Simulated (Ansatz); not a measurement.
Sb (A7 type, space group R-3m)

```
CELL_PARAMETERS angstrom
      2.13432     1.23225     3.57233
     -2.13432     1.23225     3.57233
      0.00000    -2.46450     3.57233
ATOMIC_POSITIONS crystal
  Sb 0.23892 0.23892 0.23892
  Sb 0.76108 0.76108 0.76108
```

The slice is a (1 -1 0 2) plane (indices of the conventional cell) through the point (0.761, 0.761, 0.761) (fractional), spanned by u = [1 0 -1] and v = [010] in vectors of this cell: u (4.27 Å) and v (4.34 Å, at 90° to u). It covers one period; positions are fractions (u, v).

These are PBEsol-D3(BJ) (plane waves to 420 eV, PAW, scalar-relativistic; Ansatz, a first-principles code) values and carry that method's errors. k mesh 13×13×13. Inside the PAW spheres the values are not all-electron values, and peaks at nuclei hang on which shells count as valence. Sb was relaxed with its symmetry unable to fall. Spin-orbit coupling is left out, though Sb is heavy. The PAW data are Ansatz's earlier set.

### Question
Sketch the valence electron density on this plane as a map.

### Answer
```
|9998764332110000000011233467899|
|9988754322110000000011223457889|
|8887654322110000000011223456788|
|7776543322110000000011223345677|
|6665433221111000000111122334566|
|5544333221111111111111122333445|
|4333332221111111111111122233333|
|3332222221122222222221122222233|
|2222222222222222222222222222222|
|1111111122223333333322221111111|
|1111111222333444444333222111111|
|0001111223334555555433322111100|
|0000111223345667766543322111000|
|0000011233456778877654332110000|
|0000011233467889988764332110000|
|0000112234567899998765432211000|
|0000112234578999999875432211000|
|0000112234578899998875432211000|
|0001112234567899998765432211100|
|1111112233467888888764332211111|
|1111122233456778877654332221111|
|2222222233345667766543332222222|
|2222222233334455554433332222222|
|3333222223333344443333322222333|
|3333333322333333333333223333333|
|5544333322222222222222223333445|
|6665443322222222222222223344566|
|7776543332221111111122233345677|
|8887654332211111111112233456788|
|9988754332211100001112233457889|
|9998764332211000000112233467899|
|9998765332110000000011233567899|
```
Scale: ten equal steps from -1.16 (start of '0') to 1.20 (end of '9'), in the order '0123456789'. Values: log₁₀ of the valence density in e/Å³. The map has 31 points along u (one character each, u = 0 at the left) and 32 along v (v = 0 in the bottom row). The scale is logarithmic, as a density can span decades between atoms and voids.
